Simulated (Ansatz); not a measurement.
## An elastic constant from a strain scan in InAg

Method: Ansatz 0.2.0, DFT r2SCAN, scalar-relativistic, plane waves, PAW. The runs took a 500 eV cutoff, a Γ-centred 18×18×18 mesh and Gaussian smearing (0.15 eV). No spin polarisation. Energies are free energies at this smearing, counted from the undisturbed cell; pressure is positive in compression.

Reference structure (relaxed at this level; it needn't be the usual structure):

```xyz
2
Lattice="3.4614 0.0000 0.0000 0.0000 3.4614 0.0000 0.0000 0.0000 3.4614" Properties=species:S:1:pos:R:3 pbc="T T T"
In    1.7307    1.7307    1.7307
Ag    0.0000    0.0000    0.0000
```

The cell is strained by ε times the Voigt pattern (0, 0, 0, 1, 0, 0) (xx, yy, zz, yz, xz, xy; engineering shear) with fractional coordinates fixed. The cell holds 2 atoms in V0 = 41.47 Å³. The stress column is τ = (1/V0) dE/dε, got from the stress tensor σ (compression positive) at each point as −det(1 + εP) σ : P(1 + εP)⁻¹, with P the pattern as a tensor.

| ε | ΔE (meV/atom) | τ (GPa) |
| --- | --- | --- |
| -0.0875 | 0.183 | -0.405 |
| -0.0750 | -0.308 | -0.210 |
| -0.0500 | -0.532 | 0.042 |
| -0.0250 | -0.221 | 0.115 |
| 0.0000 | 0.000 | 0.000 |
| 0.0250 | -0.221 | -0.115 |
| 0.0500 | -0.532 | -0.042 |
| 0.0750 | -0.308 | 0.210 |
| 0.0875 | 0.183 | 0.405 |
| 0.1000 | ? | ? |

Q: Which combination of elastic constants does this scan measure, and how large is it?

A: For small ε, τ = τ0 + Kε with K = pᵀCp, which for this pattern is C44 in the cubic axes. The parabola through τ at ε = -0.0250, 0 and 0.0250 has slope K = -4.6 GPa at zero. The energies per cell, E = NΔE, of the same two points give K = 2[E(ε₊)/ε₊ − E(ε₋)/ε₋]/[(ε₊ − ε₋)V0] = -5.5 GPa; a fourth-order term in the energy shifts the first figure twice as much as the second, so 2 × -5.5 − (-4.6) = -6.4 GPa is a better limit for small strain, as far as the energies carry no numerical noise. K is negative: with the atoms carried along, the cell is unstable to this strain.

Q: Predict the withheld row at ε = 0.1000 from the harmonic law, and compare.

A: ΔE = V0(τ0 ε + Kε²/2)/N = -2.972 meV/atom and τ = -0.46 GPa. The calculation gives 1.022 meV/atom and 0.64 GPa: the energy lies 3.99 meV/atom above the harmonic value.

In a metal these slopes depend on the k mesh and the smearing.

Cost: 6 runs of about 14 core-minutes in all, on Arm Neoverse N1 (shared hosts).